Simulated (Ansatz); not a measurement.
Given:

ZrSeS:
```yaml
crystal:
  lattice:
    - [3.64680, 0.00000, 0.00000]
    - [-1.82340, 3.15822, 0.00000]
    - [0.00000, 0.00000, 5.81575]
  atoms:
    - { symbol: Zr, position: [0.00000, 0.00000, 0.01335] }
    - { symbol: Se, position: [0.66667, 0.33333, 0.73302] }
    - { symbol: S, position: [0.33333, 0.66667, 0.25363] }
```

This is the LDA-relaxed structure.

All from LDA (plane waves, PAW; program Ansatz), unless another level is named. Give the vibrational entropy at 300 K.

32.4 J/(K·mol of atoms).

What about the highest zone-centre frequency (without LO–TO term)?

311 cm⁻¹.

What about the Young's modulus?

66.6 GPa.

Space group P3m1. The workflow started from a Materials Project entry (that database holds measured and hypothetical structures alike); the Crystallography Open Database copy checked does not list it. With Se and S taken as one species the cell has the higher symmetry P-3m1, so it may be an ordered model of a mixed-site phase. Whether it is the stable phase at ambient conditions was not checked. The LDA relaxation kept the symmetry of its start; its stability against distortions is not shown here. The run is not spin-polarised. A crystal of weakly bound layers computed without a dispersion correction: the cell and the soft elastic constants depend strongly on that.

Potentials: the later of the program's two PAW sets.
